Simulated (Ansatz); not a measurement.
Q: Each is relaxed and computed with LDA in the plane-wave PAW code Ansatz. Which is the only one with a gap?
A. LiBr, rock salt
B. ZrC, rock salt
C. SnSb, rock salt
D. LaSb, rock salt

A: A, LiBr, rock salt. LiBr: gap 5.14 eV; SnSb: metal; ZrC: metal; LaSb: metal. Standing as an ambient phase not checked: SnSb, rock salt; LaSb, rock salt. All cells were relaxed under the symmetry of their starts (and spin orders); stability against distortions was not tested throughout. Rows with no word on spin ran without spin polarisation. Spin–orbit coupling is left out wherever it is not named.

Potentials: the later of the program's two PAW sets.
